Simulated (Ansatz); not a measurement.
NbRh3 (Cu3Au type, Pm-3m), DFT-LDA in the program Ansatz with PAW potentials, all energies at zero smearing, with the estimated change up to a 700 eV cutoff added, with one set of potentials and settings (totals compare only within such a set). Cell of 4 atoms (1 Nb, 3 Rh): -23280.773 eV.

```
element             reference phase  E (eV/atom)
-------  --------------------------  -----------
Nb       Im-3m, 1 atoms in the cell   -4442.5966
Rh       Fm-3m, 1 atoms in the cell   -6278.6507
```

Formation energy per atom, worked out: (-23280.773 − 1×(-4442.5966) − 3×(-6278.6507))/4 = -0.556 eV/atom (-54 kJ per mol of atoms), at 0 K, without zero-point energy or fitted corrections.

The workflow started from a Materials Project entry (that database holds measured and hypothetical structures alike); the Crystallography Open Database files this formula in space group No. 221, but the cells were not matched. Whether it is the stable phase at ambient conditions was not checked. Symmetry was held in the LDA relaxation; of distortions, only those at the zone centre were tested. The run is not spin-polarised. The references are the lowest solids computed at this level, not always the standard phases.

Potentials: the later of the program's two PAW sets.
